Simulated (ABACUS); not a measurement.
Worked example: self-consistent single point of Zr (P1, 12 atoms in the cell; from Materials Project mp-1077723, changed as shown) in ABACUS.

All values come from this method and carry its errors: LDA (PW92), numerical atomic orbitals DZP (confined pseudo-atomic orbitals with Gaussian additions; energy shift 0.01 Ry), PseudoDojo 0.4 standard norm-conserving LDA (tails mended) pseudopotentials in ABACUS.

The change in words: atoms moved at random. Reference geometry (Ibam):
```xyz
12
Lattice="5.4310 0.0000 0.0000 0.0000 8.3361 0.0000 0.0000 0.0000 6.2140" Properties=species:S:1:pos:R:3 pbc="T T T"
Zr     2.7155     4.1681     4.6605
Zr     2.7155     4.1681     1.5535
Zr     0.4254     2.6902     0.0000
Zr     5.0056     5.6459     0.0000
Zr     3.1409     1.4778     0.0000
Zr     2.2901     6.8583     0.0000
Zr     0.0000     0.0000     1.5535
Zr     0.0000     0.0000     4.6605
Zr     3.1409     6.8583     3.1070
Zr     2.2901     1.4778     3.1070
Zr     0.4254     5.6459     3.1070
Zr     5.0056     2.6902     3.1070
```

Reference input (self-consistent single point, DFT, LDA (PW92), numerical atomic orbitals DZP (confined pseudo-atomic orbitals with Gaussian additions; energy shift 0.01 Ry), PseudoDojo 0.4 standard norm-conserving LDA (tails mended) pseudopotentials): basis = DZP numerical atomic orbitals, energy shift 0.01 Ry; KPT = Gamma 4 4 4 0 0 0; basis_type = lcao; dft_functional = PWLDA; ecutwfc = 100 Ry; smearing_method = fd; smearing_sigma = 0.00367493 Ry; potentials = PseudoDojo 0.4 standard norm-conserving LDA (tails mended); symmetry = 1; ks_solver = genelpa; scf_nmax = 100; scf_thr = 1.0e-06. This run's input differs from it in these lines:

```diff
@@ -42,14 +42,14 @@
 12
-   0.5000000000    0.5000000000    0.7500000000
-   0.5000000000    0.5000000000    0.2500000000
-   0.0783300000    0.3227200000    0.0000000000
-   0.9216700000    0.6772800000    0.0000000000
-   0.5783300000    0.1772800000    0.0000000000
-   0.4216700000    0.8227200000    0.0000000000
-   0.0000000000    0.0000000000    0.2500000000
-   0.0000000000    0.0000000000    0.7500000000
-   0.5783300000    0.8227200000    0.5000000000
-   0.4216700000    0.1772800000    0.5000000000
-   0.0783300000    0.6772800000    0.5000000000
-   0.9216700000    0.3227200000    0.5000000000
+   0.5043980000    0.4995820000    0.7444790000
+   0.5024020000    0.5020840000    0.2449450000
+   0.0734080000    0.3316660000    0.0036660000
+   0.9159930000    0.6783780000    0.0016860000
+   0.5819260000    0.1741630000   -0.0134160000
+   0.4238950000    0.8224750000   -0.0008500000
+   0.0001000000    0.0019140000    0.2480390000
+   0.0135100000   -0.0005290000    0.7485050000
+   0.5682220000    0.8225490000    0.5046360000
+   0.4215880000    0.1712620000    0.5102840000
+   0.0652240000    0.6778560000    0.5057610000
+   0.9293360000    0.3186010000    0.5022660000
 # file: KPT
```

Output, abridged:

```
 SELF-CONSISTENT
 -------------------------------------------

                  longest orb rcut (Bohr) = 8.2
   longest nonlocal projector rcut (Bohr) = 1.58
                     search radius (Bohr) = 19.6

                          real space grid = [ 72, 108, 75 ]

                                 init_chg = atomic

 LCAO ALGORITHM --------------- ION=   1  ELEC=   1--------------------------------

 Density error is 0.0420453201953
 E_KohnSham     -1216.2966793256     -16548.5652973066
 E_Fermi        1.0078405017         13.7123734990

 LCAO ALGORITHM --------------- ION=   1  ELEC=   2--------------------------------

   [... lines left out ...]

   [... 12 blocks of this kind left out ...]

 LCAO ALGORITHM --------------- ION=   1  ELEC=  15--------------------------------

 Density error is 1.52893791989e-06
 E_KohnSham     -1216.3084855001     -16548.7259285523
 E_Fermi        0.9961455436         13.5532554309

 LCAO ALGORITHM --------------- ION=   1  ELEC=  16--------------------------------

 Density error is 3.92136611021e-07
 E_KohnSham     -1216.3084855003     -16548.7259285540
 E_KS(sigma->0) -1216.3041652118     -16548.6671480132
 E_entropy(-TS) -0.0086405770        -0.1175610815
 E_Fermi        0.9961456255         13.5532565450
 charge density convergence is achieved
 final etot is -16548.725929 eV
 EFERMI = 13.553256545 eV

 STATE ENERGY(eV) AND OCCUPATIONS    NSPIN == 1
   [... 84 lines left out ...]

 TOTAL-FORCE (eV/Angstrom)
                       Zr1        -0.1645132496        -0.0715944187         0.0731639485
                       Zr2        -0.1170908801        -0.1747455024         0.3136933949
                       Zr3         0.2169443052        -0.4124445700        -0.1627731328
                       Zr4         0.2444696839         0.1917232939        -0.0272284579
                       Zr5        -0.1574926416         0.2179972287         0.4200144280
                       Zr6        -0.1359671443        -0.0482997142         0.0741573866
                       Zr7        -0.0377758720        -0.0585655232         0.0661604778
   [... lines left out ...]

 TOTAL-STRESS (KBAR)
       -61.9321315530        -1.1795158860        -0.0976683576
        -1.1795158860       -59.0917325254        -0.6081419434
        -0.0976683576        -0.6081419434       -57.5500258588
 TOTAL-PRESSURE: -59.524630 KBAR

 --------------------------------------------
 !FINAL_ETOT_IS -16548.7259285539694247 eV
 --------------------------------------------
```

The run converged in 16 iterations. Against the reference run the free energy goes up by 10.4 meV/atom, the pressure stays near -5.95 GPa while the yy stress (positive for compression) goes from -6.22 to -5.91 GPa and the largest force goes from under 0.1 to 0.75 eV/Å.

The atom-centred basis is finite, which shifts total energies, pressures and forces against plane waves. The structure comes from a collection of computed structures, made at another level of theory; the collection holds predicted forms beside known ones. No clean gap shows at this smearing width and mesh (spacing up to 0.29 Å⁻¹); the mesh is coarse for partly filled bands, so the values carry mesh errors.

Cost on one core: very roughly 5 core-minutes.

The atomic orbitals were generated for these runs; they are not ABACUS's published sets and were checked against plane waves on a few crystals only.

“Tails mended”: in these copies of the files the far tail of each local potential was reset to the Coulomb form.
